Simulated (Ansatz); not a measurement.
Input and command of a plane-wave DFT calculation in Ansatz:

```yaml
crystal:
  lattice:
    - [3.225, 0.0, 0.0]
    - [0.0, 3.225, 0.0]
    - [0.0, 0.0, 3.225]
  atoms:
    - { symbol: Hf, position: [0.0, 0.0, 0.0] }
    - { symbol: Ru, position: [0.5465116279, 0.5, 0.5] }
basis:
  ecutwfc: 420
kpoints:
  mp_grid: { grid: [14, 14, 14] }
hamiltonian:
  xc: pbesol
scf:
  occupations: { method: gaussian, width: 0.15 }
output:
  forces: true
  stress: true
  eigenvalues: true
```

```bash
ansatz run input.yaml --threads 1 --pin off --max-ram 2560MiB --backend cpu --events-out ev --progress --plain --runs-dir out
```

Processor: Arm Neoverse V1, 1 thread, on a host shared with other jobs.

Q: How long does it run, and how much memory does it take?

A: About 30 s on 1 thread of Arm Neoverse V1, on a shared host, peak memory 0.51 GiB. It solves 26 bands at 288 k points (the mesh reduced by symmetry) with about 691 plane waves, in 8 SCF iterations.
